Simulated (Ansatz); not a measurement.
Ba$_{2}$Cd (MoSi2 or CaC2 type, I4/mmm), r²SCAN (plane waves, PAW; program Ansatz), all energies at zero smearing, with the estimated change up to a 700 eV cutoff added, with one set of potentials and settings (totals compare only within such a set). Cell of 3 atoms (2 Ba, 1 Cd): -20197.893 eV.

| element | reference phase | E (eV/atom) |
|---|---|---|
| Ba | Im-3m, 1 atoms in the cell | -5964.4614 |
| Cd | P6_3/mmc, 2 atoms in the cell | -8268.1834 |

Formation energy per atom, worked out: (-20197.893 − 2×(-5964.4614) − 1×(-8268.1834))/3 = -0.262 eV/atom (-25 kJ per mol of atoms), at 0 K, without zero-point energy or fitted corrections.

The workflow started from a Materials Project entry (that database holds measured and hypothetical structures alike); the Crystallography Open Database files this formula in space group No. 139, but the cells were not matched. Its standing as an ambient phase is unchecked. Symmetry was held in the r²SCAN relaxation; its stability against distortions is not shown here. The references are the lowest solids computed at this level, not always the standard phases. Scalar-relativistic: spin–orbit coupling is off unless named, which matters more the heavier the elements.

Potentials: the later of the program's two PAW sets.
